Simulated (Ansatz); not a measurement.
**GdSe (Fm-3m): spin–orbit coupling in one pass over the collinear state, moments along [001]**

These are results of DFT, LDA, all-electron LAPW, Dirac equation with spin-orbit coupling in Ansatz 0.2.0, not measurements.

Command: `ansatz run input.yaml --threads 3 --pin off --max-ram 6144MiB --backend cpu --events-out ev --progress --plain --runs-dir out`

The folder start holds the state saved by an earlier run of the same cell (collinear, scalar-relativistic); this run solves the spinor bands once in its potential and doesn't iterate.

```yaml
crystal:
  lattice:
    - [0.0, 2.8855, 2.8855]
    - [2.8855, 0.0, 2.8855]
    - [2.8855, 2.8855, 0.0]
  atoms:
    - { symbol: Gd, position: [0.0, 0.0, 0.0], spin: 6.7, spin_axis: [0.0, 0.0, 1.0] }
    - { symbol: Se, position: [0.5, 0.5, 0.5] }
magnetization:
  noncollinear: true
  spin_orbit: true
kpoints:
  mp_grid: { grid: [7, 7, 7] }
scf:
  occupations: { method: fermi_dirac, width: 0.05 }
hamiltonian:
  xc: lda
  pseudopotentials: { kind: all_electron, lapw: { basis_error: 0.00025 } }
output:
  eigenvalues: false
  hubbard: { sites: [{ species: Gd, l: f }] }
checkpoint:
  read: start
  post_process_only: true
```

Output:

```
Warning: checkpoint.read: spin treatment differs: saved collinear, current noncollinear; the saved charge density seeds this run and the saved magnetisation is carried along the axis that this deck's starting moments share; the saved density holds an absolute magnetisation of 7.2e0 μB; saved orbitals and DFT+U occupations are not carried
Warning: checkpoint.read: magnetization.spin_orbit differs: this deck has the coupling, and the saved state was converged under scalar relativity for Gd, Se (and on the j-weighted average for any other species). The pass solves this deck's Hamiltonian once at the saved density, which is not self-consistent under the coupling. Its levels lack that density's response to the spin–orbit term and to th …
settings of this run that can trade accuracy for cost: output.eigenvalues: false. Do not mix this run's numbers with those of runs without the same settings; the input reference describes each key
Gd: projections on atomic orbitals take those of the free atom 1s2 2s2 2p6 3s2 3p6 3d10 4s2 4p6 4d10 4f7 5s2 5p6 5d1 6s2, of charge +0.00 (hamiltonian.pseudopotentials.projection_atoms)
Se: projections on atomic orbitals take those of the free atom 1s2 2s2 2p6 3s2 3p6 3d10 4s2 4p4, of charge +0.00 (hamiltonian.pseudopotentials.projection_atoms)
LAPW: plane waves up to 8.370 Å⁻¹, error target 2.5e-4 eV per atom; Dirac's equation on spinors; Se in spheres of 1.355 Å, 24 of its electrons in bands; Gd in spheres of 1.530 Å, 36 of its electrons in bands (how accurate: hamiltonian.pseudopotentials.lapw.basis_error, Limitations)
band count auto-derived: 74 (N_el = 60.0; filled up to band 60; 72 by the electrons, moments and atoms)
Engine: ansatz 0.2.0
Pseudopotentials: kind: all_electron
Pseudopotential: Gd, LAPW, valence charge 36, lapw/all_electron/dirac/gaussian/Gd, Dirac's equation, gaussian nucleus
Pseudopotential: Se, LAPW, valence charge 24, lapw/all_electron/dirac/gaussian/Se, Dirac's equation, gaussian nucleus
Functional definition: SPW92
  exchange = slater_x
  correlation = pw_c
Crystal: 2 atoms, lattice volume = 48.050 Å³
Basis set: ecut = 266.8967277428825 eV, 531 PW (Γ), exchange–correlation at level 2
Bands: 74, of which v1, the nominal top of the filled ones, is band 60 counted from 1 (59 counted from 0)
Symmetry: 8 space group operations + 8 with time reversal
Magnetic group: BNS 139.537 (UNI 1197), of the structure as read, at distance tolerance 3.6e-5 Å
k-points: 40 of 343 (time reversal used)
[...]
NSCF: frozen V_eff on 40 k-points
the basis was enlarged: its passes take 2.0 MiB over the memory plan, 3 of 3 planned eigensolver slots
SCF 1: post-processed at a frozen density that is not taken as self-consistent under this run
WARN: this state was not checked for a lower one beside it: the run's test of it (scf.lower_state_search) could not run behind this SCF: none is made under non-collinear spin (noncollinear)
post-processed at a frozen density that is not taken as self-consistent under this run (a non-self-consistent diagonalisation pass)
Frozen density: not held to its close: it was read across a difference from the run that saved it, as the warnings at the start of the run say
Magnetization: |M| = 6.6698 μB,  M = (-0.0000, -0.0000, +6.6698) μB
Absolute magnetization: 6.7437 μB (∫|m|)
  site 0: m = (+0.0000, +0.0000, +6.6818) μB, |m| = 6.6818 μB  (R = 1.53 Å)
  site 1: m = (+0.0000, +0.0000, -0.0289) μB, |m| = 0.0289 μB  (R = 1.36 Å)
Free energy (F): not given: this pass's two estimates of its total disagree by 1.621e-1 eV and its dr2_mag is 1.126e-3 eV, 1.632e-1 eV together, over the energy gate of 1.000e-4 eV (scf.convergence.dr2_threshold). Run an SCF of this deck for it, without checkpoint.post_process_only or, of a chain, under workflow.steps: [scf]
Harris-Foulkes:  -372780.812824 eV
Entropy (-TS):   -0.024771 eV (-12.385 meV/atom)
Fermi energy:    15.549937 eV
--- Occupation matrices: 1 shell (Löwdin-built; ε = 2.00e-2, provisional) ---
  Gd0 f_4F: site group Oh (m-3m)
  Gd0 f_4F spinor Tr n = 7.3074  λ = 0.016 0.017 0.018 0.036 0.037 0.065 0.131 0.997 0.997 0.998 0.999 0.999 0.999 0.999  [5× z3 0.20 (T2u 0.51) G3/2u(0.59) | xyz 0.77 (A2u 0.77) E5/2u(0.82) | x(x2-3y2) 0.49 (T1u 0.77) G3/2u(0.82) | 7× x(x2-3y2) 0.14 (T2u 0.43) G3/2u(0.58)]
  Tr n, λ and their labels are of the run-group-symmetrised matrices; stabiliser: 16 of 96 elements of G0×{1,Θ} (closed), max defect 3.7e-15 at τ = 4.2e-3
settings of this run that can trade accuracy for cost: output.eigenvalues: false. Do not mix this run's numbers with those of runs without the same settings; the input reference describes each key
```

Site moments (μB): Gd1 (0.00, 0.00, 6.68); Se2 (0.00, 0.00, -0.03). Cell moment 6.67 μB.

Without U a semilocal functional puts the f levels too near the Fermi level, which can change moments and the order of magnetic states; site and cell moments are spin moments. In at least one run the program's final test of stability wasn't made or came to no verdict. With open f shells a run can end in a state that isn't the lowest. The magnetic state is the one that this cell and start allow. It needn't be the compound's measured order, which may need a larger cell or be absent.

It took 25 s on 3 threads of Arm Neoverse V1, on a shared host, peak memory 0.82 GiB.
